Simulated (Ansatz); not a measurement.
Structure: Ga4As3P, ordered on the zincblende lattice (Pmm2) with 8 atoms a cell, at its r2SCAN minimum. Around P lie 4 Ga at 2.37–2.39 Å; around Ga lie 2 P at 2.39 Å and 2 As at 2.45 Å; around As lie 4 Ga at 2.44–2.45 Å; around Ga lie 1 P at 2.37 Å and 3 As at 2.44–2.46 Å; around As lie 4 Ga at 2.44–2.46 Å; around Ga lie 4 As at 2.44 Å.

Space group Pmm2 (No. 25). a = 3.970 Å, b = 7.938 Å, c = 5.607 Å, α = 90.00°, β = 90.00°, γ = 90.00°
```csv
atom,site,symmetry,x,y,z
P,1a,mm2,0.0000,0.0000,0.9999
Ga,1c,mm2,0.5000,0.0000,0.7623
As,2h,m..,0.5000,0.7537,0.5000
Ga,2g,m..,0.0000,0.7567,0.2458
As,1b,mm2,0.0000,0.5000,0.0002
Ga,1d,mm2,0.5000,0.5000,0.7461
```

The questions ask for values computed with Ansatz on this geometry. The cell comes from a prototype generator: it can be a known phase or a hypothetical one. No magnetic order is allowed.

Q: Is there a gap with PBE, and of what kind?

A: The PBE gap is direct at Γ: 0.76 eV.

Q: What does PBE+SOC give for the gap (6×4×6 mesh)?

A: With PBE+SOC the gap is 0.68 eV and direct, at Γ. The gap differs by -0.08 eV from PBE's.

Q: How does the gap change from PBE to HSE06 (4×2×4)?

A: With HSE06 the gap is 1.68 eV and direct, at Γ. The gap differs by +0.92 eV from PBE's.

Q: What does PBE0 give for the gap (4×2×4 mesh)?

A: With PBE0 the gap is 2.30 eV and direct, at Γ. The gap differs by +1.54 eV from PBE's.

Q: Roughly how does the cost of the PBE0 run (4×2×4) compare with r2SCAN's (6×4×6)?

A: About 6 times as much (10 core-minutes against 110 core-seconds, on 4 threads of Arm Neoverse V2, on a shared host).

Only the levels marked +SOC include spin-orbit coupling.

The meshes of the hybrids are coarse, so their gaps aren't converged to the digits shown.
